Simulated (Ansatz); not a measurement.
SiGeC2:
```
SiGeC2
1.0
    3.15594     0.00000     0.00000
    0.00000     3.15594     0.00000
    0.00000     0.00000     4.45631
Ge Si C
1 1 2
Direct
  0.50000   0.50000   0.50000
  0.00000   0.00000   0.00000
  0.50000   0.00000   0.76373
  0.00000   0.50000   0.23627
```

Relaxed with r²SCAN.

Q: Map the electron localisation function on the plane through (0.500, 0.500, 0.500) spanned by u = [1, 1, 0] and v = [1, -1, 1] in lattice vectors, from r²SCAN (plane waves, PAW; program Ansatz).

A: x is the fraction of u, y of v (the angle between them is 90°; rows are the nearest grid lines); atoms in the plane: Ge at (0.00, 0.00), Si at (0.00, 0.50), C at (0.75, 0.26), C at (0.75, 0.74).
```
|80013321000000012331008|
|00023321000000123332000|
|12232210000012457765321|
|33322110000134678887643|
|64211000012567765689976|
|64210000013678741258876|
|64100000014678730037876|
|75210000012567754589997|
|85311100001356777899998|
|42123210000013468999974|
|11123321000001246788741|
|31123321000000123554223|
|31123321000000123554223|
|11123321000001246788741|
|42123210000013468999974|
|85311100001356777899998|
|75210000012567754589997|
|64100000014678730037876|
|64210000013678741258876|
|64211000012567765689976|
|33322110000134678887643|
|12232210000012457765321|
|00023321000000123332000|
|80013321000000012331008|
```
Scale: ten equal steps from 0.003 (start of '0') to 0.920 (end of '9'), in the order '0123456789'; x runs from 0.000 to 1.00, y from 0.000 (bottom) to 1.00 (top).

The density is the valence pseudo-density with augmentation charge, so density and ELF within about 1 Å of a nucleus are not all-electron values.

Space group P-4m2. The start of the workflow was typed in or built on a structure type; neither database checked (COD, Materials Project) lists it. Whether it is the stable phase at ambient conditions was not checked. Symmetry was held in the r²SCAN relaxation; whether a distortion lowers the energy is not shown.

Potentials: the later of the program's two PAW sets.
